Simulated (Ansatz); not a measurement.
Values for one crystal, relaxed and computed with PBEsol in the plane-wave PAW code Ansatz; other levels are named.

* **Volume per atom**: 10.70 Å³
* **Band gap**: 3.32 eV (smallest direct gap 3.32 eV)
* **Zone-centre stability**: no imaginary mode at Γ
* **Hill bulk and shear moduli**: 197 and 115 GPa
* **Electron effective mass, band 3 of 3 at the edge**: 0.33 along [100], 0.33 along [110], 0.39 along [111] (mₑ)
* **Conduction-band minimum**: at Γ
* **Largest static χ(2) component**: 2.7 pm/V

### Question
Which compound is it?
(A) Ag2S, Cmcm (Ag on 4c, Ag on 4b, S on 4c)
(B) RbCl, rock salt
(C) AlGaSb2, R3m (Al on 3a, Ga on 3a, Sb on 3a, Sb on 3a)
(D) Al3GaN4, P-43m (Al on 3c, Ga on 1a, N on 4e)

### Answer
D, Al3GaN4, P-43m (Al on 3c, Ga on 1a, N on 4e)

The workflow started from a Materials Project entry (that database holds measured and hypothetical structures alike); the Crystallography Open Database copy checked does not list it. With Al and Ga taken as one species the cell has the higher symmetry F-43m, so it may be an ordered model of a mixed-site phase. Whether it is the stable phase at ambient conditions was not checked. Symmetry was held in the PBEsol relaxation. Spin–orbit coupling is left out wherever it is not named.

Potentials: the later of the program's two PAW sets.
